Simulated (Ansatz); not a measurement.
Relaxed TiB2 (AlB2 type, space group P6/mmm):

```xyz
3
Lattice="3.0320 0.0000 0.0000 -1.5160 2.6258 0.0000 0.0000 0.0000 3.2243" Properties=species:S:1:pos:R:3 pbc="T T T"
Ti     0.0000     0.0000     0.0000
B      0.0000     1.7505     1.6122
B      1.5160     0.8753     1.6122
```

Scan: atom 3 (B, nearest neighbour B at 1.751 Å; its periodic images, 3.0 Å or more away, move with it) is displaced along Cartesian [110], direction (0.707, 0.707, 0.000) in Cartesian axes, by s. The other atoms stay.

These are PBE (plane waves to 420 eV, PAW, scalar-relativistic; Ansatz, a quantum-chemistry and plane-wave program) values and carry that method's errors. k mesh 14×14×12 (Γ-centred), Fermi-Dirac smearing 0.05 eV. E stands for the smeared free energy. Left out: 1 of 11 points, with atoms too close for the PAW data. With partly filled bands, energies and forces of such displacements shift with the k mesh and the smearing. TiB2 is run without spin polarisation. TiB2 was relaxed with its symmetry unable to fall. ΔE is measured from the undisplaced structure. The last digit holds for this mesh only.

```json
[
 {"s (Å)": "-0.530", "ΔE (meV/cell)": "2311.5"},
 {"s (Å)": "-0.424", "ΔE (meV/cell)": "1514.2"},
 {"s (Å)": "-0.318", "ΔE (meV/cell)": "870.3"},
 {"s (Å)": "-0.212", "ΔE (meV/cell)": "396.5"},
 {"s (Å)": "-0.106", "ΔE (meV/cell)": "withheld"},
 {"s (Å)": "0.000", "ΔE (meV/cell)": "0.0"},
 {"s (Å)": "0.106", "ΔE (meV/cell)": "112.4"},
 {"s (Å)": "0.212", "ΔE (meV/cell)": "483.0"},
 {"s (Å)": "0.318", "ΔE (meV/cell)": "1186.8"},
 {"s (Å)": "0.424", "ΔE (meV/cell)": "2339.9"}
]
```

Q: Fit a polynomial form (powers 2, 3, 4) to the given rows and predict ΔE at s = -0.106.

A: Least squares on the 9 given rows: ΔE = (9761)·s² + (5426)·s³ + (4896)·s⁴, in meV/cell with s in Å; root-mean-square residual 12.76 meV/cell. At -0.106 the fit gives 103.8 meV/cell; the calculation gives 102.4 meV/cell, so the interpolation is off by 1.4 (+1.4 %). The quadratic term alone would give 109.7 meV/cell.

(A displaced cell: forces are minus the slopes of the energy, force constants its curvatures, and phonons follow from these.)
